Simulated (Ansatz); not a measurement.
Theory: DFT PBE, scalar-relativistic, plane waves, PAW (Ansatz). Settings: cutoff 420 eV, Γ-centred meshes spaced at most about 0.3 Å⁻¹, and about 0.25 Å⁻¹ or finer for metals (2π included), Gaussian smearing. No spin polarisation in the final relaxations.

All energies are static (0 K, no zero-point motion).

Two forms of ScBSbP3 were relaxed alike.

1.

```
Sc B Sb P
1.0
     2.46514   -4.98777    0.00000
     2.46514    4.98777    0.00000
     0.00000    0.00000    5.70280
Sc B Sb P
1 1 1 3
Direct
  0.50000 0.50000 0.50000
  0.00000 0.00000 0.00000
  0.50000 0.50000 0.00000
  0.00000 0.00000 0.50000
  0.23051 0.76949 0.50000
  0.76949 0.23051 0.50000
```

2.

```
Sc B Sb P
1.0
     3.98471    0.00000    0.00000
    -1.99236    3.45086    0.00000
     0.00000    0.00000    9.46871
Sc B Sb P
1 1 1 3
Direct
  0.33333 0.66667 0.16798
  0.00000 0.00000 0.48775
  0.66667 0.33333 0.95662
  0.00000 0.00000 0.29872
  0.00000 0.00000 0.67464
  0.33333 0.66667 0.79009
```

**Question.** Which is lower in energy, and by how much?

**Answer.** Cell 2 is lower, by 0.61 eV/atom. Cell 1 has space group Cmmm (No. 65), 23.4 Å³/atom and no gap on its mesh; cell 2 has space group P3m1 (No. 156), 21.7 Å³/atom and no gap. Cell 1 holds P–P units of three or more atoms (shortest 2.30 Å); in cell 2 the shortest P–P distance is 2.55 Å, near bonding range too. The denser one is the lower, and pressure would at first widen the difference. Even the lower one lies +0.04 eV/atom against the reference forms of the elements (uncorrected), so neither is stable at this level. In cell 1, Sc is surrounded by 2 P at 2.47 Å, 2 P at 2.69 Å and 2 Sb at 2.85 Å; B is surrounded by 2 Sb at 2.47 Å and 2 P at 2.85 Å; Sb is surrounded by 2 B at 2.47 Å and 2 Sc at 2.85 Å; P on a site of symmetry mmm has 2 P at 2.30 Å, 2 Sc at 2.47 Å and 2 B at 2.85 Å; 1 more site not described. In cell 2, around Sc lie 3 P at 2.61 Å and 3 Sb at 3.05 Å; B is surrounded by 2 P at 1.77–1.79 Å; Sb has 3 P at 2.79 Å and 3 Sc at 3.05 Å; around P on its first site lie 1 B at 1.79 Å and 3 Sc at 2.61 Å; 2 more sites not described. Both come from invented guesses.

These runs have no spin–orbit coupling, which can matter for Sb. The zero gap of P3m1 may come from the functional, which often closes small gaps, or the cell may be a true semimetal. A magnetic state wasn't ruled out in cells without spin, among them Cmmm. Cells relaxed within their symmetry can be saddle points.
